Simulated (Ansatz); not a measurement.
# ⁴⁵Sc NMR of the central transition in Sc6WO12

Cell: an entry of the Crystallography Open Database (COD), its atoms then relaxed with PBE in this cell.

Space group R-3:H (No. 148); a = 9.3258, c = 8.8264 Å, γ = 120.00°.

| site | Wyckoff | site symmetry | x | y | z |
| --- | --- | --- | --- | --- | --- |
| Sc | 18f | 1 | 0.7831 | 0.7513 | 0.3616 |
| W | 3a | -3. | 0.0000 | 0.0000 | 0.0000 |
| O8 | 18f | 1 | 0.5046 | 0.1504 | 0.4541 |
| O14 | 18f | 1 | 0.8069 | 0.7835 | 0.6055 |

One atom of each set is listed; the run and its k-mesh use a cell of 19 atoms with edges of 6.14, 6.14, 6.14 Å.

The numbers come from a DFT calculation in Ansatz (PBE, plane waves and PAW, scalar-relativistic, 420 eV cutoff, Γ-centred 4×4×4 k-points, Fermi–Dirac smearing 0.02 eV).

⁴⁵Sc has I = 7/2 and Q = -220.0 mb (Pyykkö 2018); at 7.05 T its Larmor frequency is ν₀ = 73.0 MHz. Only the quadrupole interaction is simulated: positions count from each site's isotropic chemical shift, and shift anisotropy, dipolar and J coupling are left out.

(1) Give C_Q, η, the quadrupolar product P_Q = |C_Q|(1 + η²/3)^½, the second-order isotropic shift and the breadth of the pattern (static powder) for each Sc site.

Answers

(1) 

```json
{"site": "Sc", "first shell": "6 O at 2.05–2.22 Å", "C_Q (MHz)": "27.7", "η": "0.52", "P_Q (MHz)": "29.0", "δ_QIS (ppm)": "-401", "breadth (kHz)": "206"}
```

δ_QIS = −(ν_Q²/30ν₀²)[I(I+1) − 3/4](1 + η²/3) × 10⁶ ppm with ν_Q = 3|C_Q|/[2I(2I−1)]; it falls as 1/B₀² in ppm, and the breadth as 1/B₀ in kHz.

The database positions were far from equilibrium, so the relaxed structure may not be the compound's real one.

The relaxation (8 steps) took 26 s of wall time (49 s of CPU time) and 0.85 GiB at its peak, on 2 threads of AMD EPYC 9R45 96-Core Processor (Zen 5) (x86_64; 32 cores open to the job, memory cap 5.0 GiB, no GPU), a shared host with a load of 0.5 a core.
